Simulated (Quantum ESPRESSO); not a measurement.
# InGaAl2P4: one run as intended and one with a planted mistake

Simulated, not a measurement. The program is pw.x of Quantum ESPRESSO 7.5 (plane-wave density functional theory). The cell is made up: 8 atoms on a zincblende/diamond lattice, with randomly drawn elements, strain and displacements, not relaxed. PseudoDojo standard norm-conserving files (v0.5 for PBE, v0.4.1 for LDA and PBEsol) set the functional; there is no spin polarisation, spin-orbit coupling or dispersion term, and the masses in the input are unused placeholders.

Intended input:

```
&control calculation='scf', pseudo_dir='./dojo.nc.sr.pbe.v0_5.standard.upf', outdir='./o', disk_io='medium', tprnfor=.true., tstress=.true. /
&system ibrav=0, nat=8, ntyp=4, nbnd=32, ecutwfc=79.96652505, nosym=.true., tot_charge=0,
 occupations='smearing', smearing='fd', degauss=0.0018374661
/
&electrons conv_thr=7.350e-09, electron_maxstep=60, /
ATOMIC_SPECIES
Al 1.0 Al.upf
Ga 1.0 Ga.upf
In 1.0 In.upf
P 1.0 P.upf
CELL_PARAMETERS angstrom
5.6697 0.0495 -0.0706
0.0495 5.7402 0.0256
-0.0706 0.0256 5.6844
ATOMIC_POSITIONS angstrom
In 0.1029 -0.1006 -0.169
Ga -0.0958 2.8017 2.9901
Al 2.7603 0.0409 2.7336
Al 2.8865 2.8856 -0.0765
P 1.2802 1.3699 1.3342
P 1.4134 4.3954 4.3295
P 4.1091 1.6014 4.2466
P 4.4639 4.4349 1.4456
K_POINTS automatic
4 4 4 1 1 1
```

The log is shortened where brackets say so; the opening notice, blank lines, dates and the lines on written files are dropped, and the path of the files is cut. It prints rydbergs, bohrs and kilobars, and counts compression as positive stress.

Log of the intended run:

```
     Program PWSCF v.7.5
     Parallel version (MPI & OpenMP), running on       1 processor cores
     Number of MPI processes:                 1
     Threads/MPI process:                     1
     [start-up lines left out]
     bravais-lattice index     =            0
     lattice parameter (alat)  =      10.7154  a.u.
     unit-cell volume          =    1248.1285 (a.u.)^3
     number of atoms/cell      =            8
     number of atomic types    =            4
     number of electrons       =        52.00
     number of Kohn-Sham states=           32
     kinetic-energy cutoff     =      79.9665  Ry
     charge density cutoff     =     319.8661  Ry
     scf convergence threshold =      7.3E-09
     mixing beta               =       0.7000
     number of iterations used =            8  plain     mixing
     Exchange-correlation= PBE
                           (   1   4   3   4   0   0   0)
     [axes and pseudopotential details left out]
   Cartesian axes
     site n.     atom                  positions (alat units)
         1        In     tau(   1) = (   0.0181470  -0.0177414  -0.0298041  )
         2        Ga     tau(   2) = (  -0.0168949   0.4940960   0.5273214  )
         3        Al     tau(   3) = (   0.4867949   0.0072130   0.4820862  )
         4        Al     tau(   4) = (   0.5090510   0.5088922  -0.0134912  )
         5        P      tau(   5) = (   0.2257707   0.2415898   0.2352939  )
         6        P      tau(   6) = (   0.2492613   0.7751542   0.7635324  )
         7        P      tau(   7) = (   0.7246635   0.2824162   0.7489125  )
         8        P      tau(   8) = (   0.7872346   0.7821203   0.2549399  )
     number of k points=    32  Fermi-Dirac smearing, width (Ry)=  0.0018
                       cart. coord. in units 2pi/alat
        k(    1) = (   0.1255160   0.1218361   0.1257014), wk =   0.0625000
        k(    2) = (   0.1286318   0.1206968   0.3751275), wk =   0.0625000
     [further k points left out]
     Dense  grid:   120601 G-vectors     FFT dimensions: (  64,  64,  64)
     Estimated max dynamical RAM per process >     155.10 MB
     Initial potential from superposition of free atoms
     starting charge      51.9880, renormalised to      52.0000
     Starting wfcs are   42 randomized atomic wfcs
     total cpu time spent up to now is       12.4 secs
     per-process dynamical memory:   102.2 Mb
     Self-consistent Calculation
     iteration #  1     ecut=    79.97 Ry     beta= 0.70
     Davidson diagonalization with overlap
     ethr =  1.00E-02,  avg # of iterations =  4.0
     Threshold (ethr) on eigenvalues was too large:
     Diagonalizing with lowered threshold
     Davidson diagonalization with overlap
     ethr =  7.20E-04,  avg # of iterations =  2.0
     total cpu time spent up to now is       68.6 secs
     total energy              =    -350.55105798 Ry
     estimated scf accuracy    <       0.38211051 Ry
     iteration #  2     ecut=    79.97 Ry     beta= 0.70
     Davidson diagonalization with overlap
     ethr =  7.35E-04,  avg # of iterations =  2.0
     total cpu time spent up to now is       96.2 secs
     total energy              =    -350.64555009 Ry
     estimated scf accuracy    <       0.09423273 Ry
     [iterations 3 to 8 left out]
     iteration #  9     ecut=    79.97 Ry     beta= 0.70
     Davidson diagonalization with overlap
     ethr =  8.21E-10,  avg # of iterations =  2.1
     total cpu time spent up to now is      302.8 secs
     total energy              =    -350.66371955 Ry
     estimated scf accuracy    <       0.00000001 Ry
     iteration # 10     ecut=    79.97 Ry     beta= 0.70
     Davidson diagonalization with overlap
     ethr =  2.18E-11,  avg # of iterations =  5.0
     total cpu time spent up to now is      341.3 secs
     End of self-consistent calculation
     [lines on levels left out]
!    total energy              =    -350.66371956 Ry
     estimated scf accuracy    <          6.9E-09 Ry
     smearing contrib. (-TS)   =      -0.00000000 Ry
     internal energy E=F+TS    =    -350.66371956 Ry
     The total energy is F=E-TS. E is the sum of the following terms:
     one-electron contribution =    -169.10043539 Ry
     hartree contribution      =     115.36875756 Ry
     xc contribution           =    -102.58549229 Ry
     ewald contribution        =    -194.34654945 Ry
     convergence has been achieved in  10 iterations
     Forces acting on atoms (cartesian axes, Ry/au):
     atom    1 type  3   force =    -0.11117232    0.08032538    0.06526379
     atom    2 type  2   force =     0.02784486    0.02314586   -0.03520339
     atom    3 type  1   force =     0.01002099    0.00373231   -0.00115151
     atom    4 type  1   force =    -0.01801587    0.02856424    0.06585762
     atom    5 type  4   force =     0.06432319    0.07089022    0.05361439
     atom    6 type  4   force =     0.11369467   -0.11929961   -0.12912006
     atom    7 type  4   force =    -0.00791596   -0.04198586   -0.03690169
     atom    8 type  4   force =    -0.07877958   -0.04537254    0.01764084
     Total force =     0.314398     Total SCF correction =     0.000154
     Computing stress (Cartesian axis) and pressure
          total   stress  (Ry/bohr**3)                   (kbar)     P=       -1.71
  -0.00000376  -0.00022426  -0.00012482           -0.55      -32.99      -18.36
  -0.00022426  -0.00003607   0.00015018          -32.99       -5.31       22.09
  -0.00012482   0.00015018   0.00000500          -18.36       22.09        0.74
     init_run     :     11.05s CPU     12.27s WALL (       1 calls)
     electrons    :    306.51s CPU    328.92s WALL (       1 calls)
     forces       :      4.29s CPU      4.35s WALL (       1 calls)
     stress       :     18.05s CPU     18.73s WALL (       1 calls)
     [timing details left out]
     PWSCF        :   5m40.10s CPU   6m 4.62s WALL
     JOB DONE.
```

A second run has one planted mistake: the self-consistency threshold is too loose. The input lines that differ, file-writing options aside:

```
- &electrons conv_thr=7.350e-09, electron_maxstep=60, /
+ &electrons conv_thr=6.615e-02, electron_maxstep=60, /
```

Its log:

```
     Program PWSCF v.7.5
     Parallel version (MPI & OpenMP), running on       1 processor cores
     Number of MPI processes:                 1
     Threads/MPI process:                     1
     [start-up lines left out]
     bravais-lattice index     =            0
     lattice parameter (alat)  =      10.7154  a.u.
     unit-cell volume          =    1248.1285 (a.u.)^3
     number of atoms/cell      =            8
     number of atomic types    =            4
     number of electrons       =        52.00
     number of Kohn-Sham states=           32
     kinetic-energy cutoff     =      79.9665  Ry
     charge density cutoff     =     319.8661  Ry
     scf convergence threshold =      6.6E-02
     mixing beta               =       0.7000
     number of iterations used =            8  plain     mixing
     Exchange-correlation= PBE
                           (   1   4   3   4   0   0   0)
     [axes and pseudopotential details left out]
   Cartesian axes
     site n.     atom                  positions (alat units)
         1        In     tau(   1) = (   0.0181470  -0.0177414  -0.0298041  )
         2        Ga     tau(   2) = (  -0.0168949   0.4940960   0.5273214  )
         3        Al     tau(   3) = (   0.4867949   0.0072130   0.4820862  )
         4        Al     tau(   4) = (   0.5090510   0.5088922  -0.0134912  )
         5        P      tau(   5) = (   0.2257707   0.2415898   0.2352939  )
         6        P      tau(   6) = (   0.2492613   0.7751542   0.7635324  )
         7        P      tau(   7) = (   0.7246635   0.2824162   0.7489125  )
         8        P      tau(   8) = (   0.7872346   0.7821203   0.2549399  )
     number of k points=    32  Fermi-Dirac smearing, width (Ry)=  0.0018
                       cart. coord. in units 2pi/alat
        k(    1) = (   0.1255160   0.1218361   0.1257014), wk =   0.0625000
        k(    2) = (   0.1286318   0.1206968   0.3751275), wk =   0.0625000
     [further k points left out]
     Dense  grid:   120601 G-vectors     FFT dimensions: (  64,  64,  64)
     Estimated max dynamical RAM per process >     155.10 MB
     Initial potential from superposition of free atoms
     starting charge      51.9880, renormalised to      52.0000
     Starting wfcs are   42 randomized atomic wfcs
     total cpu time spent up to now is       10.9 secs
     per-process dynamical memory:   102.2 Mb
     Self-consistent Calculation
     iteration #  1     ecut=    79.97 Ry     beta= 0.70
     Davidson diagonalization with overlap
     ethr =  1.00E-02,  avg # of iterations =  4.0
     Threshold (ethr) on eigenvalues was too large:
     Diagonalizing with lowered threshold
     Davidson diagonalization with overlap
     ethr =  7.20E-04,  avg # of iterations =  2.0
     total cpu time spent up to now is       70.0 secs
     total energy              =    -350.55105798 Ry
     estimated scf accuracy    <       0.38211051 Ry
     iteration #  2     ecut=    79.97 Ry     beta= 0.70
     Davidson diagonalization with overlap
     ethr =  7.35E-04,  avg # of iterations =  2.0
     total cpu time spent up to now is       98.8 secs
     total energy              =    -350.64555009 Ry
     estimated scf accuracy    <       0.09423273 Ry
     iteration #  3     ecut=    79.97 Ry     beta= 0.70
     Davidson diagonalization with overlap
     ethr =  1.81E-04,  avg # of iterations =  2.8
     total cpu time spent up to now is      123.2 secs
     End of self-consistent calculation
     [lines on levels left out]
!    total energy              =    -350.66163802 Ry
     estimated scf accuracy    <       0.00514488 Ry
     smearing contrib. (-TS)   =      -0.00000000 Ry
     internal energy E=F+TS    =    -350.66163802 Ry
     The total energy is F=E-TS. E is the sum of the following terms:
     one-electron contribution =    -169.11700670 Ry
     hartree contribution      =     115.39555569 Ry
     xc contribution           =    -102.59363757 Ry
     ewald contribution        =    -194.34654945 Ry
     convergence has been achieved in   3 iterations
     Forces acting on atoms (cartesian axes, Ry/au):
     atom    1 type  3   force =    -0.18293542    0.11427960    0.00130926
     atom    2 type  2   force =     0.07888481    0.00062999   -0.00419348
     atom    3 type  1   force =     0.01336915    0.00305698    0.00632646
     atom    4 type  1   force =    -0.01539870    0.02708852    0.07077545
     atom    5 type  4   force =     0.06796366    0.07046797    0.06111196
     atom    6 type  4   force =     0.11656012   -0.12374358   -0.12646021
     atom    7 type  4   force =    -0.00217355   -0.04388599   -0.03316094
     atom    8 type  4   force =    -0.07627007   -0.04789347    0.02429149
     Total force =     0.359051     Total SCF correction =     0.230508
     SCF correction compared to forces is large: reduce conv_thr to get better values
     Computing stress (Cartesian axis) and pressure
          total   stress  (Ry/bohr**3)                   (kbar)     P=        4.50
   0.00003964  -0.00023345  -0.00012588            5.83      -34.34      -18.52
  -0.00023345   0.00001216   0.00015086          -34.34        1.79       22.19
  -0.00012588   0.00015086   0.00004003          -18.52       22.19        5.89
     init_run     :     10.26s CPU     10.68s WALL (       1 calls)
     electrons    :     99.48s CPU    112.35s WALL (       1 calls)
     forces       :      3.86s CPU      3.92s WALL (       1 calls)
     stress       :     16.46s CPU     17.22s WALL (       1 calls)
     [timing details left out]
     PWSCF        :   2m10.31s CPU   2m24.55s WALL
     JOB DONE.
```

|  | intended run | run with the mistake |
| --- | --- | --- |
| free energy (eV) | -4771.023 | -4770.995 |
| smearing term -TS (eV) | 0.0000 | 0.0000 |
| pressure (GPa) | -0.17 | 0.45 |
| largest force component (eV/Å) | 3.320 | 4.703 |
| largest change of a force component (eV/Å) |  | 1.845 |
| iterations | 10 | 3 |

For scale, a rerun of the intended cell at 1377 eV and a 6 x 6 x 6 mesh moved values by no more than 0.007 eV in energy, 0.02 GPa in stress and 0.002 eV/Å in force.